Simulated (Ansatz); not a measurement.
The start is a relaxed TiAl cell with every coordinate shifted by Gaussian noise of σ = 0.1 Å. Cell shape, volume and atoms are optimised at zero target pressure with PBE (plane waves to 420 eV, PAW, scalar-relativistic; Ansatz, a quantum-chemistry and plane-wave program). The first steps use a coarse 11×11×8 k-mesh.

Input geometry:
```
CELL_PARAMETERS angstrom
      2.82408     0.00000     0.00000
      0.00000     2.82408     0.00000
      0.00000     0.00000     4.07063
ATOMIC_POSITIONS crystal
  Al 0.52028 0.48093 0.50652
  Ti 0.02085 0.05234 0.95494
```

Task: How large is the pressure on the unrelaxed cell, and of which sign?

Result: +3.1 GPa (positive: the cell is compressed).

Task: How much energy is released per atom?

Result: 0.11 eV/atom.

Task: How do the shortest distances between atoms change?

Result: The closest pairs of elements (up to four, under 3.6 Å), start → end: Al–Ti 2.61 → 2.85 Å; Al–Al 2.82 → 2.82 Å; Ti–Ti 2.82 → 2.82 Å.

Task: What band gap does the relaxed structure have at this level?

Result: Zero (metallic).

Relaxed structure:

```cif
data_AlTi
_chemical_formula_sum 'Al1 Ti1'
_space_group_name_H-M_alt 'P4/mmm'
_space_group_IT_number 123
_space_group_name_Hall '-P 4 2'
_cell_length_a 2.82408
_cell_length_b 2.82408
_cell_length_c 4.07064
_cell_angle_alpha 90.000
_cell_angle_beta 90.000
_cell_angle_gamma 90.000
loop_
_atom_site_label
_atom_site_type_symbol
_atom_site_symmetry_multiplicity
_atom_site_Wyckoff_symbol
_atom_site_fract_x
_atom_site_fract_y
_atom_site_fract_z
_atom_site_occupancy
Al1 Al 1 c 0.50000 0.50000 0.00000 1
Ti1 Ti 1 b 0.00000 0.00000 0.50000 1
```

Final values are on a 16×16×12 k-mesh of the relaxed cell. No spin polarisation in the result.
